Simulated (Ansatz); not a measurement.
Pd (fcc (Cu type)), relaxed and computed with several functionals in Ansatz (plane waves, PAW). Much of their spread follows the volume that each gives.

```csv
functional,V (Å³/atom),B₀ by P(V) fit (GPa)
PBE,15.32,168
LDA,14.14,227
PBEsol,14.55,?
PBE+D3(BJ),14.71,193
r²SCAN+D4,14.79,192
r²SCAN,14.91,185
```

Problem. Fit a straight line to ln B₀ against ln V and predict the withheld value.

Solution. Least squares on the 5 shown rows: ln B₀ = -3.75 × ln V + (15.355), with a scatter of 1 %. For PBEsol this gives 203. The run itself gave 204, within the scatter.

All cells were relaxed under the symmetry of their starts (and spin orders); stability against distortions was not tested throughout. Rows with no word on spin ran without spin polarisation. Scalar-relativistic: spin–orbit coupling is off unless named, which matters more the heavier the elements.

Potentials: the later of the program's two PAW sets.

Ansatz (a first-principles code) is a plane-wave DFT program.
